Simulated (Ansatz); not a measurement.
Input:

BeSe:
```xyz
4
Lattice="3.6503 0.0000 0.0000 -1.8252 3.1613 0.0000 0.0000 0.0000 6.0190" Properties=species:S:1:pos:R:3 pbc="T T T"
Be     0.0000     2.1075     6.0160
Se     1.8252     1.0538     0.7554
Be     1.8252     1.0538     3.0065
Se     0.0000     2.1075     3.7649
```

This is the PBE-relaxed structure. Tensor components refer to the Cartesian frame of this cell.

**Question.** All from PBE (plane waves, PAW; program Ansatz), unless another level is named. Predict the hole effective mass, band 2 of 2 at the edge.

**Answer.** 0.20 along x, 1.1 along z (mₑ).

**Question.** Give the weight of the conduction-edge state by species (Voronoi cells).

**Answer.** Be 61 %, Se 39 %.

**Question.** Next, the conduction-band minimum?

**Answer.** on the L–M line, 23 % of the way from L (6 equivalent valleys).

Space group P6_3mc (wurtzite). The start of the workflow was typed in or built on a structure type; neither database checked (COD, Materials Project) lists it. COD files the formula under space group No. 216, so this cell is another polymorph or a model. Whether it is the stable phase at ambient conditions was not checked. The cell was relaxed with PBE under the symmetry of its start; its stability against distortions is not shown here. Scalar-relativistic: spin–orbit coupling is off unless named, which matters more the heavier the elements.

Potentials: the earlier of the program's two PAW sets.

Edges and masses are those of Kohn–Sham bands, whose gap is no quasiparticle gap.
